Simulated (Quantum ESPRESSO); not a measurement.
Band energies of SiC at -1 % biaxial strain

```
SiC
1.0
    3.04539     0.00000     0.00000
   -1.52269     2.63738     0.00000
    0.00000     0.00000     5.05858
C Si
2 2
Direct
  0.33333   0.66667   0.87468
  0.66667   0.33333   0.37468
  0.33333   0.66667   0.50032
  0.66667   0.33333   0.00032
```

PBEsol (Quantum ESPRESSO, PseudoDojo norm-conserving, 82 Ry, without SOC); path ΓMKΓALHA,LM,KH; energies in eV from the valence-band maximum.

```csv
k (1/Å),point,band 4,band 5,band 6,band 7,band 8,band 9,band 10,band 11
0.00,Γ,-1.28,-1.28,-0.24,0.00,0.00,5.04,6.07,6.76
0.32,,-2.91,-1.80,-1.14,-0.46,-0.20,5.22,6.43,7.03
0.65,,-5.62,-3.42,-2.66,-1.31,-0.72,3.84,5.38,7.24
0.97,,-6.16,-5.62,-3.23,-2.82,-1.15,2.93,4.21,7.02
1.19,M,-6.46,-5.59,-3.45,-3.35,-1.24,2.75,4.02,6.91
1.42,,-6.36,-5.49,-4.22,-3.46,-1.97,3.49,3.99,7.17
1.76,,-6.41,-6.15,-4.54,-3.85,-3.82,2.11,7.62,8.39
1.88,K,-6.36,-6.36,-4.18,-4.18,-4.02,1.99,8.12,8.75
2.09,,-6.66,-5.49,-5.05,-3.59,-3.35,2.36,7.41,8.08
2.51,,-5.64,-4.57,-3.15,-1.75,-1.53,4.60,5.89,7.11
2.83,,-3.55,-2.53,-1.44,-0.61,-0.53,5.73,5.89,6.86
3.15,,-1.49,-1.35,-0.27,-0.13,-0.02,5.19,6.08,6.71
3.25,Γ,-1.28,-1.28,-0.24,0.00,0.00,5.04,6.07,6.76
3.56,,-1.79,-1.12,-1.12,-0.21,-0.21,5.31,6.88,6.88
3.88,A,-4.66,-0.69,-0.69,-0.69,-0.69,6.08,6.08,7.43
4.17,,-4.56,-1.82,-1.82,-1.04,-1.04,5.86,5.86,7.37
4.57,,-5.76,-3.10,-3.10,-1.94,-1.94,4.06,4.06,6.85
4.87,,-7.80,-2.63,-2.63,-2.39,-2.39,3.29,3.29,5.49
5.07,L,-8.44,-2.48,-2.48,-2.48,-2.48,3.13,3.13,5.17
5.18,,-8.41,-2.91,-2.91,-2.27,-2.27,3.31,3.31,5.32
5.64,,-7.89,-5.65,-5.65,-1.90,-1.90,4.78,4.78,6.01
5.75,H,-7.86,-5.85,-5.85,-1.87,-1.87,4.95,4.95,5.78
5.94,,-7.73,-5.47,-5.47,-1.96,-1.96,4.73,4.73,6.21
6.21,,-6.68,-4.18,-4.18,-2.42,-2.42,4.76,4.76,7.11
6.58,,-4.79,-2.95,-2.95,-2.05,-2.05,5.33,5.33,7.53
6.85,,-4.57,-1.65,-1.65,-1.04,-1.04,6.12,6.12,7.02
7.13,A,-4.66,-0.69,-0.69,-0.69,-0.69,6.08,6.08,7.43
7.13,L,-8.44,-2.48,-2.48,-2.48,-2.48,3.13,3.13,5.17
7.44,,-7.36,-4.30,-3.12,-2.49,-1.67,3.06,3.08,6.58
7.75,M,-6.46,-5.59,-3.45,-3.35,-1.24,2.75,4.02,6.91
7.75,K,-6.36,-6.36,-4.18,-4.18,-4.02,1.99,8.12,8.75
7.96,,-6.86,-6.82,-4.36,-3.51,-3.51,2.58,7.35,7.35
8.37,H,-7.86,-5.85,-5.85,-1.87,-1.87,4.95,4.95,5.78
```

The PBEsol gap is indirect, 1.99 eV, from Γ to K; the smallest direct gap is 3.99 eV.

Geometry strained from the cell relaxed with PBEsol, atoms relaxed again.
